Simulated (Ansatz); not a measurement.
**TiSi: how the energy converges with the cutoff**

TiSi, Cmmm, a = 3.632 Å, b = 4.235 Å, c = 3.804 Å. The structure is a Materials Project entry; whether it is the stable form wasn't checked. Ansatz: PBEsol, PAW, cutoff varied, Γ-centred 16×16×12 mesh on 2 atoms, Gaussian smearing 0.10 eV; no spin polarisation. Single points at one geometry, the cutoff alone changed; ΔE is the energy at zero smearing over the run at 500 eV. The runs up to 350 eV lie under the cutoff recommended for these PAW datasets.

```
cutoff (eV)  ΔE (meV/atom)
        250              ?
        300          77.49
        350           7.22
        420           0.36
```

Problem. Assume ΔE falls exponentially with the cutoff, fit y = ln ΔE against x, the cutoff in eV, to the other rows, and predict the missing value.

Solution. y = 4.350, 1.977, -1.022. Means x = 356.7, y = 1.7683; Σ(Δx)² = 7267, ΣΔxΔy = -324.4; the slope is their ratio. y = 17.69 − 0.04464 x, a factor of ten per 52 eV. At 250 eV this gives ΔE = 685.40 meV/atom. The run gave 525.58, a ratio of 1.30. Between neighbouring rows the decay runs from a factor of ten per 49 eV to one per 60 eV, so one exponential is only a rough guide.